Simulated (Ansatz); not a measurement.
MoPt:
```
MoPt
1.0
    3.17621     0.00000     0.00000
    0.00000     3.17621     0.00000
    0.00000     0.00000     3.17621
Pt Mo
1 1
Direct
  0.00000   0.00000   0.00000
  0.50000   0.50000   0.50000
```

Relaxed with PBE. Special points in fractions of this cell's reciprocal vectors: Γ (0.000, 0.000, 0.000); X (0.000, 0.500, 0.000); M (0.500, 0.500, 0.000); R (0.500, 0.500, 0.500).

**Question.** List the band energies nearest the Fermi level at these points for the program Ansatz at the PBE with spin–orbit coupling level (PAW).

**Answer.** In eV from the Fermi level; about four levels below and three above (degenerate sets whole), none deeper than 8.9 eV; points with the same levels are listed once.

```json
[
 {"k": "Γ", "below": "-3.54 -3.54 -3.54 -3.54 -2.85 -2.85", "above": "0.13 0.13 0.13 0.13"},
 {"k": "X", "below": "-0.64 -0.64 -0.48 -0.48", "above": "0.94 0.94 3.09 3.09"},
 {"k": "M", "below": "-1.44 -1.44 -1.14 -1.14", "above": "0.09 0.09 0.61 0.61"},
 {"k": "R", "below": "-1.25 -1.25 -1.25 -1.25", "above": "2.32 2.32 2.32 2.32"}
]
```

Space group Pm-3m (CsCl type). The start of the workflow was typed in or built on a structure type; neither database checked (COD, Materials Project) lists it. Its standing as an ambient phase is unchecked. The cell was relaxed with PBE under the symmetry of its start; whether a distortion lowers the energy is not shown. No spin polarisation was allowed. Its formation energy is positive at this level, so the cell may be metastable or incomplete.

Potentials: the earlier of the program's two PAW sets.
